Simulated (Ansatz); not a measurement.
In DFT-PBE in the program Ansatz with PAW potentials, In in the diamond structure (Fd-3m) relaxes to a = 6.736 Å. In has 4 nearest neighbours from 2.92 Å (tetrahedral).

Electronic character: metallic (no gap). Gap from PBE with spin–orbit coupling: none (metallic).

The bulk modulus is 21.5 GPa.

The start of the workflow was typed in or built on a structure type; neither database checked (COD, Materials Project) lists it. It is not the phase usual at ambient conditions (space group No. 139). Symmetry was held in the PBE relaxation; its stability against distortions is not shown here. Spin–orbit coupling is left out wherever it is not named.

Potentials: the earlier of the program's two PAW sets.
